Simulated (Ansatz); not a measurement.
The elements of this relaxed trial crystal are hidden behind letters.

```
lattice vectors (Å)
   5.9260    0.0000    0.0000
  -2.9630    5.1321    0.0000
   0.0000    0.0000    5.8461
fractional positions
X 0.0000 0.0000 0.5000
Z 0.5000 0.0000 0.0000
Z 0.0000 0.5000 0.0000
Z 0.5000 0.5000 0.0000
Q 0.3333 0.6667 0.5000
Q 0.6667 0.3333 0.5000
```

All numbers below come from DFT PBE, scalar-relativistic, plane waves, PAW in Ansatz. Cutoff 420 eV, Γ-centred 6×6×8 mesh (6-atom cell), Gaussian smearing of 0.10 eV, no spin polarisation.

| Quantity | Value |
| --- | --- |
| Space group | P6/mmm (No. 191) |
| Conventional cell | a = 5.926 Å, c = 5.846 Å |
| Volume per atom | 29.63 Å³ |
| Density | 5.74 g/cm³ |
| Formation energy | +0.35 eV/atom |
| Gap on the 6×6×8 mesh of the 6-atom cell | 0 eV (a metal) |

Energies are uncorrected and count from the elements' standard states at the same level.

**Question.** X is a p-block element of period 3, Z is a p-block element of period 5 and Q is a p-block element of period 5. Which elements are they?

**Answer.** X = Al, Z = In, Q = Sb, so the formula is AlIn3Sb2. Density times volume gives a mean mass of 5.74 × 29.63/1.6605 = 102.4 u per atom, and this set has 102.5 u. Around Al lie 6 Sb at 3.42 Å; In is surrounded by 4 In at 2.96 Å and 4 Sb at 3.39 Å; around Sb lie 6 In at 3.39 Å, 3 Al at 3.42 Å and 3 Sb at 3.42 Å. Other sets within the hints have nearly the same mass, so mass alone doesn't settle it; this one was computed.

These runs have no spin–orbit coupling, which can matter for Sb. Symmetry constrained the relaxation, so the result can be a saddle point. Another cell of AlIn3Sb2 relaxed alike, in P-6m2, lies 185 meV/atom lower, so this cell isn't the stable form at this level.
